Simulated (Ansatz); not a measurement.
# PbF2: do energies and stresses tell the same story?

These are results of DFT r2SCAN, scalar-relativistic, plane waves, PAW in Ansatz, not measurements.

Plane waves to 500 eV, a k mesh through Γ of 8×8×8 on the computed 3-atom cell and Gaussian smearing (0.02 eV); no spin polarisation.

Relaxed cell: Fm-3m, a = 5.921 Å, b = 5.921 Å, c = 5.921 Å, α = 90.00°, β = 90.00°, γ = 90.00°, 3 atoms in the primitive cell. Whether it is the stable form of this composition wasn't checked.

Energies at zero smearing and pressures from the stress tensor, at volumes with shape and atoms relaxed:
| V (Å³/atom) | E − E(first) (meV/atom) | P (GPa) |
| --- | --- | --- |
| 16.262 | 0.00 | 5.54 |
| 16.781 | -12.93 | 2.53 |
| 17.300 | -16.91 | 0.00 |
| 17.819 | -13.36 | -2.13 |
| 18.338 | -3.49 | -3.92 |

Q: Check P = −dE/dV between neighbouring volumes, and get the bulk modulus from the pressures alone.

A: With 1 eV/Å³ = 160.2 GPa:
```
middle V (Å³/atom)  −ΔE/ΔV (GPa) mean P (GPa)
            16.522         3.992         4.033
            17.041         1.227         1.265
            17.560        -1.094        -1.064
            18.079        -3.048        -3.024
```

The two differ by 0.04 GPa at most. The mean of two end pressures misses the average over a step by about ΔV² P″/12, up to 0.04 GPa here; with that taken off 0.00 GPa remains. Around V = 17.300 Å³/atom, the two neighbours give B = −V ΔP/ΔV = 17.300 × 4.66 / 1.038 = 77.6 GPa, against B0 = 77.2 GPa from the Birch–Murnaghan fit of the energies.

Spin–orbit coupling is left out, which can shift energies with elements as heavy as these.

Cost: 6 runs of about 0.94 core-minutes in all, on Arm Neoverse V2 (shared hosts).